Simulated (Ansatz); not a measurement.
CuGe$_{3}$Au in Ansatz, relaxation

input.yaml:

```yaml
crystal:
  lattice:
    - [2.9948839, 5.18728763, 0.0]
    - [-2.9948839, 5.18728763, 0.0]
    - [0.0, 0.0, 5.57012531]
  atoms:
    - { symbol: Cu, position: [0.3333, 0.3334, 0.75] }
    - { symbol: Cu, position: [0.6666, 0.6667, 0.25] }
    - { symbol: Au, position: [0.0, 0.0, 0.0] }
    - { symbol: Au, position: [0.0, 0.0, 0.5] }
    - { symbol: Ge, position: [0.19335, 0.19335, 0.25] }
    - { symbol: Ge, position: [0.80665, 0.3867, 0.75] }
    - { symbol: Ge, position: [0.6133, 0.19335, 0.25] }
    - { symbol: Ge, position: [0.80665, 0.80665, 0.75] }
    - { symbol: Ge, position: [0.19335, 0.6133, 0.25] }
    - { symbol: Ge, position: [0.3867, 0.80665, 0.75] }
  symmetry: { tolerance: 0.0003 }
kpoints:
  mp_grid: { grid: [5, 5, 5], shift: [0, 0, 0] }
magnetization:
  spin_polarized: false
scf:
  occupations: { method: methfessel_paxton, width: 0.0899 }
  lower_state_search: "off"
hamiltonian:
  pseudopotentials: { kind: paw }
  xc: r2scan
basis:
  ecutwfc: 500
  fft_grid_basis: typed
relax:
  max_steps: 60
  cell: { p_target: 0.0 }
output:
  forces: true
  stress: true
  eigenvalues: true
  bader: true
  populations: true
  elf: true
  write_potential: true
  volumetric_format: npy
  dos:
    e_range: [-12, 8]
    de: 0.05
    projected: { site_lists: { Au: [Au], Cu: [Cu], Ge: [Ge] } }
  write_density: true
checkpoint:
  read: saved_state
```

Run with:

```bash
ansatz run input.yaml --threads 2 --pin off --max-ram 3584MiB --backend cpu --events-out ev --progress --plain --runs-dir out
```

Origin of the cell: a known structure type with other elements, at an estimated volume, so it need not be a known compound.

The saved state is a converged single point of the same cell.

Excerpt of the output:

```
Warning: the atoms were moved onto the symmetric positions of the space group found under crystal.symmetry.tolerance 3.0e-4 (fractional; no operation is sought that the atoms, as they stand i […]
Pseudopotentials: kind: paw
Pseudopotential: Cu, paw, valence charge 19, recommended cutoff 500 eV (meta_gga), Cu.paw.azcp
Pseudopotential: Au, paw, valence charge 19, recommended cutoff 500 eV (meta_gga), Au.paw.azcp
Pseudopotential: Ge, paw, valence charge 14, recommended cutoff 500 eV (meta_gga), Ge.paw.azcp
Functional definition: r2SCAN
  exchange = r2scan_x(k0 = k0, k1 = k1, a1 = a1)
  correlation = r2scan_c
Crystal: 10 atoms, lattice volume = 173.067 Å³
Basis set: ecut = 500 eV, 4365 PW (Γ), exchange–correlation on 180×180×180 points (64 copies of the dense FFT grid, shifted against one another)
Bands: 96, of which v1, the nominal top of the filled ones, is band 80 counted from 1 (79 counted from 0)
[… 13 lines left out …]
Initial density: read from a saved state, or passed on in memory by an earlier SCF of this step, an earlier step, the calling program or the single point that the run made first
Functional: x = r2scan, c = r2scan; τ floored in thin density (d = 2e-4 eV/Å³)
SCF iter   1: F=—  HF=-65399.440690 eV  Δρ=1.93e-3  dr2=7.64e-3  dr2_τ=1.22e-3
SCF iter   2: F=—  HF=-65399.442420 eV  S|Δr|=    0.00e0  Δρ=1.17e-3  dr2=3.27e-3  dr2_τ=1.36e-4
SCF iter   3: F=—  HF=-65399.442846 eV  S|Δr|=    0.00e0  Δρ=3.78e-4  dr2=2.24e-4  dr2_τ=1.11e-5
SCF iter   4: F=—  HF=-65399.442976 eV  S|Δr|=    0.00e0  Δρ=6.13e-4  dr2=4.13e-4  dr2_τ=4.20e-6
SCF iter   5: F=—  HF=-65399.442879 eV  S|Δr|=    0.00e0  Δρ=1.05e-4  dr2=1.27e-5  dr2_τ=8.06e-7
SCF iter   6: F=—  HF=-65399.442772 eV  S|Δr|=    0.00e0  Δρ=3.03e-5  dr2=1.23e-6  dr2_τ=2.80e-8
SCF iter   7: F=—  HF=-65399.442772 eV  S|Δr|=    0.00e0  Δρ=7.11e-6  dr2=1.03e-7  dr2_τ=6.16e-9
SCF iter   8: F=-65399.442772 eV  HF=-65399.442773 eV  S|Δr|=    0.00e0  Δρ=6.55e-6  dr2=8.12e-8  dr2_τ=3.20e-10
relax step   1: F+E_penalty+E_count = -65399.442772 eV  Δ(F+E_penalty+E_count) = +0.000e0 eV  max|allowed force component| = 2.308e0 eV/Å  Δτ_max = 0.0000 Å  P = +15.502 GPa  Ω = 173.067 Å³ […]
relax step   2: F+E_penalty+E_count = -65400.789009 eV  Δ(F+E_penalty+E_count) = -1.346e0 eV  max|allowed force component| = 5.029e-2 eV/Å  Δτ_max = 0.0600 Å  P = +2.422 GPa  Ω = 190.932 Å³ […]
relax step   3: F+E_penalty+E_count = -65400.844484 eV  Δ(F+E_penalty+E_count) = -5.547e-2 eV  max|allowed force component| = 7.379e-2 eV/Å  Δτ_max = 0.0064 Å  P = +0.699 GPa  Ω = 195.034 Å³ […]
relax step   4: F+E_penalty+E_count = -65400.947871 eV  Δ(F+E_penalty+E_count) = -1.034e-1 eV  max|allowed force component| = 1.158e-1 eV/Å  Δτ_max = 0.0238 Å  P = -0.950 GPa  Ω = 200.411 Å³ […]
relax step   5: F+E_penalty+E_count = -65401.101540 eV  Δ(F+E_penalty+E_count) = -1.537e-1 eV  max|allowed force component| = 1.881e-1 eV/Å  Δτ_max = 0.0267 Å  P = -0.872 GPa  Ω = 202.443 Å³ […]
relax step   6: F+E_penalty+E_count = -65401.292584 eV  Δ(F+E_penalty+E_count) = -1.910e-1 eV  max|allowed force component| = 2.305e-1 eV/Å  Δτ_max = 0.0297 Å  P = -0.854 GPa  Ω = 203.724 Å³ […]
relax step   7: F+E_penalty+E_count = -65401.544408 eV  Δ(F+E_penalty+E_count) = -2.518e-1 eV  max|allowed force component| = 1.658e-1 eV/Å  Δτ_max = 0.0372 Å  P = -0.160 GPa  Ω = 202.382 Å³ […]
relax step   8: F+E_penalty+E_count = -65401.715038 eV  Δ(F+E_penalty+E_count) = -1.706e-1 eV  max|allowed force component| = 9.269e-2 eV/Å  Δτ_max = 0.0374 Å  P = +0.255 GPa  Ω = 200.926 Å³ […]
relax step   9: F+E_penalty+E_count = -65401.760300 eV  Δ(F+E_penalty+E_count) = -4.526e-2 eV  max|allowed force component| = 1.179e-1 eV/Å  Δτ_max = 0.0355 Å  P = -0.588 GPa  Ω = 200.576 Å³ […]
relax step  10: F+E_penalty+E_count = -65401.766450 eV  Δ(F+E_penalty+E_count) = -6.149e-3 eV  max|allowed force component| = 7.319e-2 eV/Å  Δτ_max = 0.0034 Å  P = +0.031 GPa  Ω = 200.147 Å³ […]
relax step  11: F+E_penalty+E_count = -65401.767813 eV  Δ(F+E_penalty+E_count) = -1.363e-3 eV  max|allowed force component| = 1.600e-2 eV/Å  Δτ_max = 0.0061 Å  P = +0.023 GPa  Ω = 200.257 Å³ […]
relax step  12: F+E_penalty+E_count = -65401.767946 eV  Δ(F+E_penalty+E_count) = -1.331e-4 eV  max|allowed force component| = 1.498e-3 eV/Å  Δτ_max = 0.0027 Å  P = +0.031 GPa  Ω = 200.330 Å³ […]
relax step  13: F+E_penalty+E_count = -65402.024682 eV  Δ(F+E_penalty+E_count) = -2.567e-1 eV  max|allowed force component| = 1.041e-2 eV/Å  Δτ_max = 0.0000 Å  P = +1.804 GPa  Ω = 200.330 Å³  stress off target by 5.14e0 GPa […]
relax step  14: F+E_penalty+E_count = -65402.278607 eV  Δ(F+E_penalty+E_count) = -2.539e-1 eV  max|allowed force component| = 3.681e-2 eV/Å  Δτ_max = 0.0362 Å  P = +1.751 GPa  Ω = 201.105 Å³ […]
relax step  15: F+E_penalty+E_count = -65402.433882 eV  Δ(F+E_penalty+E_count) = -1.553e-1 eV  max|allowed force component| = 9.952e-2 eV/Å  Δτ_max = 0.0340 Å  P = +1.024 GPa  Ω = 204.128 Å³ […]
relax step  16: F+E_penalty+E_count = -65402.445497 eV  Δ(F+E_penalty+E_count) = -1.162e-2 eV  max|allowed force component| = 2.938e-2 eV/Å  Δτ_max = 0.0065 Å  P = -0.839 GPa  Ω = 209.700 Å³ […]
relax step  17: F+E_penalty+E_count = -65402.453785 eV  Δ(F+E_penalty+E_count) = -8.288e-3 eV  max|allowed force component| = 2.801e-2 eV/Å  Δτ_max = 0.0023 Å  P = -0.015 GPa  Ω = 207.226 Å³ […]
relax step  18: F+E_penalty+E_count = -65402.453950 eV  Δ(F+E_penalty+E_count) = -1.648e-4 eV  max|allowed force component| = 1.003e-2 eV/Å  Δτ_max = 0.0023 Å  P = -0.018 GPa  Ω = 207.146 Å³ […]
relax step  19: F+E_penalty+E_count = -65402.453977 eV  Δ(F+E_penalty+E_count) = -2.763e-5 eV  max|allowed force component| = 2.362e-4 eV/Å  Δτ_max = 0.0006 Å  P = -0.001 GPa  Ω = 207.124 Å³ […]
relax step  20: F+E_penalty+E_count = -65402.459028 eV  Δ(F+E_penalty+E_count) = -5.050e-3 eV  max|allowed force component| = 4.527e-4 eV/Å  Δτ_max = 0.0000 Å  P = -0.005 GPa  Ω = 207.124 Å³  stress off target by 1.57e-2 GPa […]
SCF 20 converged in 8 iterations: F = -65402.459028 eV  dr2 = 2.14e-11
basis re-selected at this cell: Δ(F+E_penalty+E_count) = -5.050e-3 eV, ΔP = -0.004 GPa vs the last step (what re-selecting the basis moved, of the pressure what is left beyond the Pulay corre […]
SCF converged after 8 iterations
Stability not checked: this state was not tested for a lower state beside it, because cold or Methfessel-Paxton smearing, or corrected tetrahedra, fill the levels in a way that the test cannot read (fill_not_monotonic; […]
Free energy (F): -65402.459028 eV
Harris-Foulkes:  -65402.459028 eV  (|F-HF|=5.82e-11)
Internal energy: -65402.462615 eV  (E = F + TS)
E sigma→0 (E₀):  -65402.459925 eV
Entropy (-TS):   0.003588 eV (0.359 meV/atom)
Fermi energy:    10.559771 eV
--- Per-component energies (eV) ---
  E_band       = -2639.473814
  E_kinetic    = 2469.974602
  E_local      = -30305.595701  (includes V_loc(G=0)·N_el)
  E_nonlocal   = 3466.295619
  E_hartree    = 13303.813567
  E_xc         = -1014.112719
  E_vxc        = -1266.710023  (∫ρ·V_xc dr)
  E_paw        = -35027.266608  (= ΣΔE_a)
  E_vpaw       = -3695.136842  (= ΣTr[D̂ρ^β])
  E_aug_tail   = 0.001758  (compensation charges beyond the density's cutoff)
  E_vtau       = 84.069826  (kinetic-family band-sum trace: ∫τ·v_τ [+ j·A + Jᵃ·Aᵃ] dr)
  E_ewald      = -18288.103676
  E_core_change = -7.469458  (= ΣΔE_core)
  E_smearing   = 0.003588  (= −TS)
  Σ components = -65402.459028   (vs F -65402.459028, Δ=0.00e0)
--- Forces (eV/Å), atoms counted from 1 ---
  atom   1  Cu    -0.000000     0.000000     0.000000
  atom   2  Cu     0.000000    -0.000000     0.000000
  atom   3  Au     0.000000    -0.000000     0.000000
  atom   4  Au     0.000000    -0.000000    -0.000000
  atom   5  Ge     0.000000    -0.000453     0.000000
  atom   6  Ge     0.000392    -0.000226     0.000000
  atom   7  Ge     0.000392     0.000226     0.000000
  atom   8  Ge    -0.000000     0.000453     0.000000
  atom   9  Ge    -0.000392     0.000226     0.000000
  atom  10  Ge    -0.000392    -0.000226     0.000000
  max |Σ_I F_I| component: 1.62e-17 eV/Å
--- Stress (GPa, compression-positive) ---
       -0.015117       0.000000       0.000000
       -0.000000      -0.015117       0.000000
        0.000000       0.000000       0.015716
  P = ⅓ Tr σ = -0.0048 GPa (-0.048 kbar)
--- Relaxed structure (18 steps of the walk, 18 accepted, 2 SCFs on fresh bases) ---
  F+E_penalty+E_count = -65402.459028 eV   max|allowed force component| = 4.527e-4 eV/Å   (the final SCF, on the basis selected at the relaxed cell)
  cell:  # Å, volume = 207.1243 Å³
    - [2.706845, 4.688393, 0.0]
    - [-2.706845, 4.688393, 0.0]
    - [0.0, 0.0, 8.160442]
  atoms:
    - { symbol: Cu, position: [0.333333, 0.333333, 0.75] }
    - { symbol: Cu, position: [0.666667, 0.666667, 0.25] }
    - { symbol: Au, position: [-8.147e-18, -6.885e-17, 0.0] }
    - { symbol: Au, position: [-8.147e-18, -6.885e-17, 0.5] }
    - { symbol: Ge, position: [0.173680, 0.173680, 0.25] }
    - { symbol: Ge, position: [0.826320, 0.347360, 0.75] }
    - { symbol: Ge, position: [0.652640, 0.173680, 0.25] }
    - { symbol: Ge, position: [0.826320, 0.826320, 0.75] }
    - { symbol: Ge, position: [0.173680, 0.652640, 0.25] }
    - { symbol: Ge, position: [0.347360, 0.826320, 0.75] }
--- Löwdin populations: 10 sites ---
  site symbol       q [e]
     0     Cu     18.3808
     1     Cu     18.3808
     2     Au     18.3226
     3     Au     18.3226
     4     Ge     14.3190
     5     Ge     14.3190
     6     Ge     14.3190
     7     Ge     14.3190
     8     Ge     14.3190
     9     Ge     14.3190
  spilling = 0.004245 (of n_electrons = 160.000000)
--- Bader charges: 10 sites ---
  site symbol  charge [e]  shift [e]
     0     Cu      0.1954     0.0004
     1     Cu      0.1954     0.0004
     2     Au     -0.6056     0.0016
     3     Au     -0.6056     0.0016
     4     Ge      0.1367     0.0004
     5     Ge      0.1367     0.0004
     6     Ge      0.1367     0.0004
     7     Ge      0.1367     0.0004
     8     Ge      0.1367     0.0004
     9     Ge      0.1367     0.0004
  estimated error of the sums over rays = 5.0e-4 e
```

Before:

Space group P6_3/mmc (No. 194); the run's cell has a = 5.990 Å, b = 5.990 Å, c = 5.570 Å, α = 90.00°, β = 90.00°, γ = 60.00°. Shortest distances: Au–Ge 2.44 Å, Ge–Ge 2.52 Å, Au–Au 2.79 Å, Cu–Ge 3.01 Å.

The relaxed structure.

Space group P6_3/mmc (No. 194); the run's cell has a = 5.414 Å, b = 5.414 Å, c = 8.160 Å, α = 90.00°, β = 90.00°, γ = 60.00°. Shortest distances: Ge–Ge 2.59 Å, Au–Ge 2.61 Å, Cu–Ge 2.71 Å.

| Property | Result |
| --- | --- |
| Free energy lowered by | 301.6 meV/atom |
| Volume change | 19.68 % |
| Final pressure | 0.00 GPa |
| Relaxation steps listed | 20 |

Caveats: no dispersion correction, so spacings can come out too large where layers or molecules are weakly bound; no moments, though an odd count or open d shells may carry them; no spin-orbit coupling, though heavy elements are present; the relaxation held the start's symmetry, so the end may be a saddle point.

Time: 5.8 min on 2 threads of Intel(R) Xeon(R) Platinum 8488C (Sapphire Rapids), on a shared host, peak memory 1.3 GiB, from a saved density.
